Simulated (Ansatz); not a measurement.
## Pt (omega (AlB2-type)): energy against volume

All numbers below come from DFT, PBEsol, plane waves (420 eV) with PAW, scalar-relativistic (Ansatz 0.2.0). The PAW files were generated under PBE, with cores re-solved for the functional.

The cell is scaled uniformly from the relaxed one, with fractional coordinates and shape fixed. Energies are extrapolated to zero smearing, pressures are those at the given smearing. Magnetic state: spin not included.

A Birch-Murnaghan fit gives V₀ = 15.39 Å³/atom, B₀ = 272 GPa, B₀′ = 5.3.

Q: What are the energy above the minimum and the pressure at 14.173 Å³/atom?

A: 97.5 meV/atom and 28.30 GPa as computed.

Q: What are the energy above the minimum and the pressure at 16.022 Å³/atom?

A: 20.1 meV/atom and -9.50 GPa as computed.

Q: What are the energy above the minimum and the pressure at 16.638 Å³/atom?

A: 72.7 meV/atom and -16.87 GPa as computed.
